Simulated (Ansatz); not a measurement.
InSe under strain: ¹¹³In nuclear quadrupole resonance

Cell: a structure deposited in the COD, relaxed with PBE at fixed cell and then changed (z stretched by 1 %, ions relaxed).

```
In Se
1.0
     4.05000    0.00000    0.00000
    -2.02500    3.50740    0.00000
     0.00000    0.00000   17.09930
In Se
4 4
Direct
  0.33333 0.66667 0.16801
  0.66667 0.33333 0.66801
  0.33333 0.66667 0.33199
  0.66667 0.33333 0.83199
  0.33333 0.66667 0.59306
  0.66667 0.33333 0.09306
  0.33333 0.66667 0.90694
  0.66667 0.33333 0.40694
```

Atoms are numbered from 1 in the order listed; like atoms form one site, named after its first atom.

Computed with Ansatz: DFT, PBE, plane waves and PAW, scalar-relativistic, 420 eV cutoff, Γ-centred 13×13×3 k-points, Fermi–Dirac smearing 0.05 eV.

¹¹³In: I = 9/2, Q = 761.0 mb (year-2017 value). Static lattice, zero field.

Task: The simulated lines lie at 8.27, 16.5, 24.8, 33.1 MHz. What are |C_Q|, η and |V_zz| at In?

Result: For I = 9/2 and η = 0 the lines are |C_Q|/24 times 1, 2, 3 and 4; η shifts the lowest up most. Here |C_Q| = 198 MHz, η = 0.00 and |V_zz| = 10.78 × 10²¹ V/m². The calculation gives V_zz negative; the lines don't show the sign. The site has 3 Se at 2.67 Å; also 1 In at 2.80 Å.

An axis of threefold or higher order runs through In, so V_zz lies along it and η is zero.

Without spin–orbit coupling (the program notes it for In) the gradients can shift somewhat, as the gap is small. With a gap of 0.4 eV on this mesh, the gradients can still move by some per cent as the k-mesh gets denser.

The relaxation (5 steps) took 84 s of wall time (84 s of CPU time) and 0.94 GiB at its peak, on 1 thread of Intel Xeon 6975P-C (Granite Rapids) (x86_64; 16 cores open to the job, memory cap 3.0 GiB, no GPU), a shared host with a load of 0.5 a core.
